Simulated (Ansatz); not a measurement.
**AlNi under pressure**

Level of theory: DFT LDA, scalar-relativistic, plane waves, PAW in Ansatz 0.2.0. Plane waves to 420 eV; Γ-centred k mesh 16×16×14; Fermi-Dirac smearing of 0.15 eV. No spin polarisation. Phonons by linear response, acoustic sum rule imposed.

Relaxed structure:
```
Al Ni
1.0
     2.00287   -2.00286    0.00000
     2.00287    2.00286    0.00000
     0.00000    0.00000    2.83513
Al Ni
1 1
Direct
  0.00000 0.00000 0.00000
  0.50000 0.50000 0.50000
```

In a metal, frequencies and elastic constants depend on the k mesh and the smearing, soft modes and shear constants most. Spin polarisation was left out, and a magnetic state may lie lower.

Optical modes at Γ (cm⁻¹) at zero pressure: 307.

Under hydrostatic pressure the same modes lie at 337 cm⁻¹. What is the pressure, and how much has the cell shrunk?

Results:

10 GPa; the volume is 4.7 % smaller.